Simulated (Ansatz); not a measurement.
Data:

BAs:
```
BAs
1.0
    3.45874     0.00000     0.00000
   -1.72937     2.99536     0.00000
    0.00000     0.00000     7.48163
B As
3 3
Cartesian
  1.72937   0.00000   3.74082
 -0.86469   1.49768   1.24694
  0.86469   1.49768   6.23470
  1.72937   0.00000   0.00000
 -0.86469   1.49768   4.98776
  0.86469   1.49768   2.49388
```

This is the PBE-relaxed structure.

Task: All from plane-wave PAW PBE (Ansatz code), unless another level is named. Give the gap with spin–orbit coupling.

Result: 0.47 eV (the band order may be inverted).

Task: Give the band gap.

Result: 0.48 eV (indirect).

Task: Next, the weight of the conduction-edge state by species (Voronoi cells)?

Result: B 54 %, As 46 %.

Task: Next, the valence-band maximum?

Result: at Γ.

Space group P6_222. The start of the workflow was typed in or built on a structure type; neither database checked (COD, Materials Project) lists it. It is not the phase usual at ambient conditions (space group No. 216). The cell was relaxed with PBE under the symmetry of its start; whether a distortion lowers the energy is not shown. Its formation energy is positive at this level, so the cell may be metastable or incomplete. Scalar-relativistic: spin–orbit coupling is off unless named, which matters more the heavier the elements.

Potentials: the later of the program's two PAW sets.
